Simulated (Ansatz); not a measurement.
ScPt3N:
```cif
data_NPt3Sc
_chemical_formula_sum 'Sc1 Pt3 N1'
_space_group_name_H-M_alt 'P 1'
_space_group_IT_number 1
_cell_length_a 4.18578
_cell_length_b 4.18578
_cell_length_c 4.18578
_cell_angle_alpha 90.000
_cell_angle_beta 90.000
_cell_angle_gamma 90.000
loop_
_space_group_symop_operation_xyz
  'x, y, z'
loop_
_atom_site_label
_atom_site_type_symbol
_atom_site_fract_x
_atom_site_fract_y
_atom_site_fract_z
_atom_site_occupancy
Sc1 Sc 0.00000 0.00000 0.00000 1
Pt1 Pt 0.00000 0.50000 0.50000 1
Pt2 Pt 0.50000 0.00000 0.50000 1
Pt3 Pt 0.50000 0.50000 0.00000 1
N1 N 0.50000 0.50000 0.50000 1
```

Relaxed with PBEsol.

Problem. Decompose the optical modes at the zone centre into irreducible representations, and say which are infrared and Raman allowed.

Solution. Point group m-3m: Γ_opt = 3T1u + T2u. Infrared: T1u. Raman: none.

Problem. Assign frequencies (DFPT, DFT-PBEsol in the program Ansatz with PAW potentials).

Solution. T1u 257i, T2u 75i, T1u 124, T1u 214 cm⁻¹.

Space group Pm-3m (anti-perovskite). The start of the workflow was typed in or built on a structure type; neither database checked (COD, Materials Project) lists it. Whether it is the stable phase at ambient conditions was not checked. Symmetry was held in the PBEsol relaxation. At this level the phase is dynamically unstable (imaginary phonons). No spin polarisation was allowed. As this level gives no gap, phonon frequencies hold no LO–TO term and depend on the k-mesh and smearing (Fermi–Dirac, 0.1 eV here). Spin–orbit coupling is left out wherever it is not named.

Potentials: the earlier of the program's two PAW sets. The files were generated under PBE; for other functionals the program regenerates the frozen cores, and for LDA and PBEsol the local potential too.
